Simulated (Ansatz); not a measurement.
## Cancellation of cutoff errors in NaLi$_{3}$

All numbers below come from DFT PBEsol, scalar-relativistic, plane waves, PAW in Ansatz.

```xyz
4
Lattice="-2.3158 2.3158 4.6482 2.3158 -2.3158 4.6482 2.3158 2.3158 -4.6482" Properties=species:S:1:pos:R:3 pbc="T T T"
Na    0.0000    0.0000    0.0000
Li    0.0000    2.3158    2.3241
Li    2.3158    0.0000    2.3241
Li    0.0000    0.0000    4.6482
```

- Γ-centred k-mesh: 12×12×12
- occupation rule: Gaussian smearing, 0.1 eV
- spin treatment: unpolarised

A second cell has all atoms moved and the lattice slightly strained:

```yaml
crystal:
  lattice:
    - [-2.33784, 2.27870, 4.71526]
    - [2.27021, -2.31888, 4.70159]
    - [2.39592, 2.37696, -4.73528]
  atoms:
    - { symbol: Na, position: [0.01383, 0.03980, 0.01096] }
    - { symbol: Li, position: [0.75439, 0.23883, 0.49406] }
    - { symbol: Li, position: [0.24313, 0.74302, 0.47255] }
    - { symbol: Li, position: [0.48100, 0.47606, 0.95818] }
```

It ran on a 8×8×8 mesh, another than the first cell's, which shifts the difference by nearly the same amount at every cutoff. Both were run at several values of the cutoff; energies per atom at zero smearing, errors against the largest value (420 eV), which isn't proved converged itself.

| cutoff | error, first cell (meV) | error, second cell (meV) |
| --- | --- | --- |
| 250 eV | 125.65 | 125.64 |
| 300 eV | 12.99 | 13.02 |
| 350 eV | 0.72 | 0.72 |

Task: At the largest value the second cell lies 12.30 meV/atom above the first. What is the error of that difference at each value, and where does each quantity come within 1 meV/atom?

Result: The error of the difference is the second cell's error less the first's:
| cutoff | difference (meV) | its error (meV) |
| --- | --- | --- |
| 250 eV | 12.29 | -0.01 |
| 300 eV | 12.33 | 0.03 |
| 350 eV | 12.31 | 0.01 |

The first cell's total energy stays within 1 meV/atom from 350 eV on, the difference from 250 eV on. Most of the error cancels, by a factor of about 514 in the median. A missing short wave mostly misdescribes the region near each nucleus, which both cells share; what doesn't cancel comes largely from the change of volume and bonding.

1 further run of this set isn't shown.